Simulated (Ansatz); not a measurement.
# Profile along the Pb–Cl line in CsPbCl3 (cubic perovskite)

CsPbCl3 (cubic perovskite)

```xyz
5
Lattice="5.6735 0.0000 0.0000 0.0000 5.6735 0.0000 0.0000 0.0000 5.6735" Properties=species:S:1:pos:R:3 pbc="T T T"
Cs     0.0000     0.0000     0.0000
Pb     2.8368     2.8368     2.8368
Cl     0.0000     2.8368     2.8368
Cl     2.8368     2.8368     0.0000
Cl     2.8368     0.0000     2.8368
```

Fields along a shortest Pb–Cl line of a {100} plane (2.84 Å), from Pb to Cl, interpolated on the slice's grid (step about 0.3 Å). The numbers are results of r2SCAN (plane waves to 500 eV, PAW, scalar-relativistic; Ansatz, an electronic-structure program), not measurements. k mesh 6×6×6. Inside the PAW spheres the values are not all-electron values, and peaks at nuclei hang on which shells count as valence. CsPbCl3 was relaxed with its symmetry unable to fall. Spin-orbit coupling is left out, though Pb is heavy. The PAW data are Ansatz's earlier set. This is a high-temperature form of CsPbCl3.

```json
[
 {"distance from Pb (Å)": "0.00", "valence electron density (e/Å³)": "8.29", "electron localisation function": "x"},
 {"distance from Pb (Å)": "0.14", "valence electron density (e/Å³)": "7.76", "electron localisation function": "x"},
 {"distance from Pb (Å)": "0.28", "valence electron density (e/Å³)": "6.57", "electron localisation function": "x"},
 {"distance from Pb (Å)": "0.43", "valence electron density (e/Å³)": "5.18", "electron localisation function": "x"},
 {"distance from Pb (Å)": "0.57", "valence electron density (e/Å³)": "3.72", "electron localisation function": "0.24"},
 {"distance from Pb (Å)": "0.71", "valence electron density (e/Å³)": "2.37", "electron localisation function": "0.39"},
 {"distance from Pb (Å)": "0.85", "valence electron density (e/Å³)": "1.35", "electron localisation function": "0.47"},
 {"distance from Pb (Å)": "0.99", "valence electron density (e/Å³)": "0.72", "electron localisation function": "0.41"},
 {"distance from Pb (Å)": "1.14", "valence electron density (e/Å³)": "0.41", "electron localisation function": "0.29"},
 {"distance from Pb (Å)": "1.28", "valence electron density (e/Å³)": "0.28", "electron localisation function": "0.18"},
 {"distance from Pb (Å)": "1.42", "valence electron density (e/Å³)": "0.24", "electron localisation function": "0.18"},
 {"distance from Pb (Å)": "1.56", "valence electron density (e/Å³)": "0.28", "electron localisation function": "0.37"},
 {"distance from Pb (Å)": "1.70", "valence electron density (e/Å³)": "0.39", "electron localisation function": "0.61"},
 {"distance from Pb (Å)": "1.85", "valence electron density (e/Å³)": "0.61", "electron localisation function": "0.77"},
 {"distance from Pb (Å)": "1.99", "valence electron density (e/Å³)": "0.94", "electron localisation function": "0.84"},
 {"distance from Pb (Å)": "2.13", "valence electron density (e/Å³)": "1.34", "electron localisation function": "0.84"},
 {"distance from Pb (Å)": "2.27", "valence electron density (e/Å³)": "1.67", "electron localisation function": "0.79"},
 {"distance from Pb (Å)": "2.41", "valence electron density (e/Å³)": "1.67", "electron localisation function": "x"},
 {"distance from Pb (Å)": "2.56", "valence electron density (e/Å³)": "1.13", "electron localisation function": "x"},
 {"distance from Pb (Å)": "2.70", "valence electron density (e/Å³)": "0.52", "electron localisation function": "x"},
 {"distance from Pb (Å)": "2.84", "valence electron density (e/Å³)": "0.33", "electron localisation function": "x"}
]
```

x: too close to a nucleus for the ELF to mean much.

Density on the Pb–Cl line (2.84 Å) at its midpoint: 0.24 e/Å³. ELF at that point: 0.18.
